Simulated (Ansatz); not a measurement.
TiClO in Ansatz, relaxation

Run with:

```bash
ansatz run input.yaml --threads 2 --pin off --max-ram 4096MiB --backend cpu --events-out ev --progress --plain --runs-dir out
```

input.yaml:

```yaml
crystal:
  lattice:
    - [3.80151047, 0.0, 0.0]
    - [0.0, 3.37476933, 0.0]
    - [0.0, 0.0, 8.07795871]
  atoms:
    - { symbol: O, position: [0.75, 0.75, 0.9446] }
    - { symbol: O, position: [0.25, 0.25, 0.0554] }
    - { symbol: Cl, position: [0.25, 0.25, 0.66804] }
    - { symbol: Cl, position: [0.75, 0.75, 0.33196] }
    - { symbol: Ti, position: [0.25, 0.75, 0.88068] }
    - { symbol: Ti, position: [0.75, 0.25, 0.11932] }
kpoints:
  mp_grid: { grid: [6, 6, 3], shift: [0, 0, 0] }
magnetization:
  spin_polarized: true
scf:
  occupations: { method: fermi_dirac }
  lower_state_search: "off"
hamiltonian:
  pseudopotentials: { kind: paw }
  xc: r2scan
  hubbard:
    projectors: all-electron-ortho-atomic
    sites: [{ species: Ti, l: d, u_eff: 2.61 }]
basis:
  ecutwfc: 500
  fft_grid_basis: typed
relax:
  max_steps: 60
  cell: { p_target: 20.0 }
  f_tol: 0.03
output:
  forces: true
  stress: true
  eigenvalues: true
  bader: true
  populations: true
  elf: true
  write_potential: true
  volumetric_format: npy
  dos:
    e_range: [-12, 8]
    de: 0.05
    projected: { site_lists: { Cl: [Cl], O: [O], Ti: [Ti] } }
checkpoint:
  read: saved_state
```

Origin of the cell: a database entry, scaled a little.

The smearing width isn't typed, so it takes its default of 0.1 eV.

The saved state is a converged single point of the same cell, with its larger moments on Ti5 up, Ti6 up.

Excerpt of the output:

```
O: projections on atomic orbitals take those of the free atom [He] 2s2 2p4, of charge +0.00 (hamiltonian.pseudopotentials.projection_atoms); the dataset's partial waves leave at most 1.9e-8 o […]
Cl: projections on atomic orbitals take those of the free atom [Ne] 3s2 3p5, of charge +0.00 (hamiltonian.pseudopotentials.projection_atoms); the dataset's partial waves leave at most 2.1e-7 […]
Ti: projections on atomic orbitals take those of the free atom [Ne] 3s2 3p6 3d2 4s2, of charge +0.00 (hamiltonian.pseudopotentials.projection_atoms); the dataset's partial waves leave at most […]
band count auto-derived: 33 (N_el = 50.0; filled up to band 25; 31 by the electrons, moments and atoms)
Pseudopotentials: kind: paw
Pseudopotential: O, paw, valence charge 6, recommended cutoff 500 eV (meta_gga), O.paw.azcp
Pseudopotential: Cl, paw, valence charge 7, recommended cutoff 500 eV (meta_gga), Cl.paw.azcp
Pseudopotential: Ti, paw, valence charge 12, recommended cutoff 500 eV (meta_gga), Ti.paw.azcp
Functional definition: r2SCAN
  exchange = r2scan_x(k0 = k0, k1 = k1, a1 = a1)
  correlation = r2scan_c
[… 16 lines left out …]
Initial density: read from a saved state, or passed on in memory by an earlier SCF of this step, an earlier step, the calling program or the single point that the run made first
Functional: x = r2scan, c = r2scan; τ floored in thin density (d = 2e-4 eV/Å³)
SCF iter   1: F=-8320.454441 eV  HF=-8320.303960 eV  Δρ=4.95e-3  dr2=2.05e-3  dr2_τ=4.64e-3  dr2_m=7.12e-3  M=2.000 μB ∫|m|=2.148 μB
SCF iter   2: F=-8320.465416 eV  HF=-8320.396384 eV  Δρ=3.57e-3  dr2=9.31e-4  dr2_τ=3.15e-3  dr2_m=3.70e-3  M=2.000 μB ∫|m|=2.144 μB
SCF iter   3: F=-8320.468469 eV  HF=-8320.468109 eV  Δρ=3.83e-4  dr2=3.10e-4  dr2_τ=2.98e-5  dr2_m=2.61e-5  M=2.000 μB ∫|m|=2.143 μB
SCF iter   4: F=-8320.468600 eV  HF=-8320.468565 eV  Δρ=1.75e-4  dr2=8.51e-5  dr2_τ=2.19e-6  dr2_m=8.55e-6  M=2.000 μB ∫|m|=2.143 μB
SCF iter   5: F=-8320.468625 eV  HF=-8320.468613 eV  Δρ=1.27e-4  dr2=4.67e-5  dr2_τ=9.00e-7  dr2_m=4.55e-6  M=2.000 μB ∫|m|=2.142 μB
SCF iter   6: F=-8320.468643 eV  HF=-8320.468641 eV  Δρ=5.06e-5  dr2=8.62e-6  dr2_τ=1.44e-7  dr2_m=7.28e-7  M=2.000 μB ∫|m|=2.142 μB
SCF iter   7: F=-8320.468646 eV  HF=-8320.468646 eV  Δρ=1.53e-5  dr2=9.48e-7  dr2_τ=1.25e-8  dr2_m=6.50e-8  M=2.000 μB ∫|m|=2.142 μB
SCF iter   8: F=-8320.468646 eV  HF=-8320.468646 eV  Δρ=8.21e-6  dr2=1.94e-7  dr2_τ=3.82e-9  dr2_m=1.73e-8  M=2.000 μB ∫|m|=2.142 μB
SCF iter   9: F=-8320.468646 eV  HF=-8320.468646 eV  Δρ=2.53e-6  dr2=1.70e-8  dr2_τ=2.85e-10  dr2_m=1.85e-9  M=2.000 μB ∫|m|=2.142 μB
relax step   1: F+E_penalty+E_count = -8320.468646 eV  Δ(F+E_penalty+E_count) = +0.000e0 eV  max|allowed force component| = 1.935e-1 eV/Å  Δτ_max = 0.0000 Å  P = +2.172 GPa  Ω = 103.634 Å³  ( […]
relax step   2: F+E_penalty+E_count = -8320.101510 eV  Δ(F+E_penalty+E_count) = +3.671e-1 eV  max|allowed force component| = 5.777e-1 eV/Å  Δτ_max = 0.1094 Å  P = +12.652 GPa  Ω = 92.965 Å³ […]
relax step   3: F+E_penalty+E_count = -8319.683324 eV  Δ(F+E_penalty+E_count) = +4.182e-1 eV  max|allowed force component| = 2.775e-1 eV/Å  Δτ_max = 0.1380 Å  P = +19.267 GPa  Ω = 86.454 Å³ […]
relax step   4: F+E_penalty+E_count = -8319.424964 eV  Δ(F+E_penalty+E_count) = +2.584e-1 eV  max|allowed force component| = 1.192e-1 eV/Å  Δτ_max = 0.1050 Å  P = +21.776 GPa  Ω = 83.285 Å³ […]
relax step   5: F+E_penalty+E_count = -8319.426107 eV  Δ(F+E_penalty+E_count) = -1.143e-3 eV  max|allowed force component| = 1.385e-1 eV/Å  Δτ_max = 0.0124 Å  P = +21.236 GPa  Ω = 82.987 Å³ […]
relax step   6: F+E_penalty+E_count = -8319.412219 eV  Δ(F+E_penalty+E_count) = +1.389e-2 eV  max|allowed force component| = 7.473e-2 eV/Å  Δτ_max = 0.0307 Å  P = +20.877 GPa  Ω = 82.835 Å³ […]
relax step   7: F+E_penalty+E_count = -8319.460893 eV  Δ(F+E_penalty+E_count) = -4.867e-2 eV  max|allowed force component| = 1.384e-2 eV/Å  Δτ_max = 0.0040 Å  P = +19.883 GPa  Ω = 83.217 Å³ […]
relax step   8: F+E_penalty+E_count = -8319.455044 eV  Δ(F+E_penalty+E_count) = +5.849e-3 eV  max|allowed force component| = 7.316e-4 eV/Å  Δτ_max = 0.0008 Å  P = +20.001 GPa  Ω = 83.170 Å³ […]
relax step   9: F+E_penalty+E_count = -8319.447677 eV  Δ(F+E_penalty+E_count) = +7.367e-3 eV  max|allowed force component| = 1.424e-3 eV/Å  Δτ_max = 0.0000 Å  P = +19.998 GPa  Ω = 83.170 Å³  stress off target by 3.61e-2 GPa […]
SCF 9 converged in 8 iterations: F = -8319.447677 eV  dr2 = 7.87e-12
basis re-selected at this cell: Δ(F+E_penalty+E_count) = +7.367e-3 eV, ΔP = -0.003 GPa vs the last step (what re-selecting the basis moved, of the pressure what is left beyond the Pulay corre […]
SCF converged after 8 iterations
Magnetization: 2.0000 μB (26.0000 up, 24.0000 down)
Absolute magnetization: 2.1131 μB (∫|ρ↑−ρ↓|, with the PAW one-centre terms)
Spin contamination: 0.0070 ħ² per cell (⟨S²⟩ above its minimum at these occupations)
Per-site moments (μB) at R_I (Å): [(-0.010008, 0.791707), (-0.010008, 0.791707), (0.006062, 0.961461), (0.006062, 0.961461), (0.677771, 0.791707), (0.677771, 0.791707)]
Free energy (F): -8319.447677 eV
Harris-Foulkes:  -8319.447677 eV  (|F-HF|=2.73e-11)
Internal energy: -8319.447649 eV  (E = F + TS)
E sigma→0 (E₀):  -8319.447663 eV
Entropy (-TS):   -0.000028 eV (-0.005 meV/atom)
Fermi energy:    10.438450 eV
--- Per-component energies (eV) ---
  E_band       = -426.787981
  E_kinetic    = 1235.083336
  E_local      = -3809.754398  (includes V_loc(G=0)·N_el)
  E_nonlocal   = 166.892134
  E_hartree    = 1557.480950
  E_xc         = -547.776820
  E_vxc        = -754.552305  (∫ρ·V_xc dr)
  E_hubbard    = 3.008462  (on-site DFT+U / exact-exchange correction)
  E_vhub       = -0.179364  (the Hubbard potential's part of the band-sum identity)
  E_paw        = -3767.587614  (= ΣΔE_a)
  E_vpaw       = -424.468784  (= ΣTr[D̂ρ^β])
  E_aug_tail   = 0.002356  (compensation charges beyond the density's cutoff)
  E_vtau       = 45.227191  (kinetic-family band-sum trace: ∫τ·v_τ [+ j·A + Jᵃ·Aᵃ] dr)
  E_ewald      = -3155.952445
  E_core_change = -0.843610  (= ΣΔE_core)
  E_smearing   = -0.000028  (= −TS)
  Σ components = -8319.447677   (vs F -8319.447677, Δ=0.00e0)
--- Forces (eV/Å), atoms counted from 1 ---
  atom   1  O      0.000000     0.000000     0.001424
  atom   2  O      0.000000     0.000000    -0.001424
  atom   3  Cl     0.000000     0.000000    -0.000581
  atom   4  Cl     0.000000     0.000000     0.000581
  atom   5  Ti     0.000000     0.000000    -0.001109
  atom   6  Ti     0.000000     0.000000     0.001109
  max |Σ_I F_I| component: 2.17e-19 eV/Å
--- Stress (GPa, compression-positive) ---
       20.023698       0.000000       0.000000
        0.000000      20.006531       0.000000
        0.000000       0.000000      19.963948
  P = ⅓ Tr σ = 19.9981 GPa (199.981 kbar)
Occupation matrices written to <dir>
--- Relaxed structure (8 steps of the walk, 8 accepted, 1 SCFs on fresh bases) ---
  F+E_penalty+E_count = -8319.447677 eV   max|allowed force component| = 1.424e-3 eV/Å   (the final SCF, on the basis selected at the relaxed cell)
  cell:  # Å, volume = 83.1698 Å³
    - [3.722087, 0.0, 0.0]
    - [0.0, 3.376825, 0.0]
    - [0.0, 0.0, 6.617141]
  atoms:
    - { symbol: O, position: [0.75, 0.750000, 0.935029] }
    - { symbol: O, position: [0.250000, 0.250000, 0.064971] }
    - { symbol: Cl, position: [0.250000, 0.250000, 0.621285] }
    - { symbol: Cl, position: [0.75, 0.750000, 0.378715] }
    - { symbol: Ti, position: [0.250000, 0.750000, 0.864117] }
    - { symbol: Ti, position: [0.75, 0.250000, 0.135883] }
--- Löwdin populations: 6 sites ---
  site symbol       q [e]    m [muB]
     0      O      6.8059    -0.0151
     1      O      6.8059    -0.0151
     2     Cl      7.3196     0.0018
     3     Cl      7.3196     0.0018
     4     Ti     10.7726     1.0032
     5     Ti     10.7726     1.0032
  spilling = 0.004077 (of n_electrons = 50.000000)
--- Bader charges: 6 sites ---
  site symbol  charge [e]  shift [e]    m [muB]
     0      O     -1.3497     0.0012     0.0364
     1      O     -1.3497     0.0012     0.0364
     2     Cl     -0.6670     0.0001     0.0551
     3     Cl     -0.6670     0.0001     0.0551
     4     Ti      2.0168     0.0012     0.9085
     5     Ti      2.0168     0.0012     0.9085
  estimated error of the sums over rays = 4.6e-4 e
```

The starting structure.

Space group Pmmn (No. 59); the run's cell has a = 3.802 Å, b = 3.375 Å, c = 8.078 Å, α = 90.00°, β = 90.00°, γ = 90.00°. Shortest distances: O–Ti 1.97 Å, Cl–Ti 2.41 Å, O–O 2.69 Å, Cl–O 3.13 Å, Ti–Ti 3.19 Å, Cl–Cl 3.37 Å.

After:

Space group Pmmn (No. 59); the run's cell has a = 3.722 Å, b = 3.377 Å, c = 6.617 Å, α = 90.00°, β = 90.00°, γ = 90.00°. Shortest distances: O–Ti 1.92 Å, Cl–Ti 2.33 Å, O–O 2.66 Å, Cl–O 2.94 Å, Cl–Cl 2.98 Å, Ti–Ti 3.09 Å.

- Enthalpy lowered by: 255.6 meV/atom
- Volume change: -19.75 %
- Final pressure: 20.00 GPa
- Relaxation steps listed: 9
- Gap on the mesh: 1.86 eV
- Site moments at the end (small spheres, which read low): Ti5 +0.7, Ti6 +0.7 μB
- Total moment: 2.00 μB

Caveats: the magnetic state was chosen at the start cell and may not be the lowest after relaxing; the relaxation held the start's symmetry, so the end may be a saddle point.

Time: 3.9 min on 2 threads of Arm Neoverse V1 (shared host), peak memory 0.84 GiB, from a saved density.
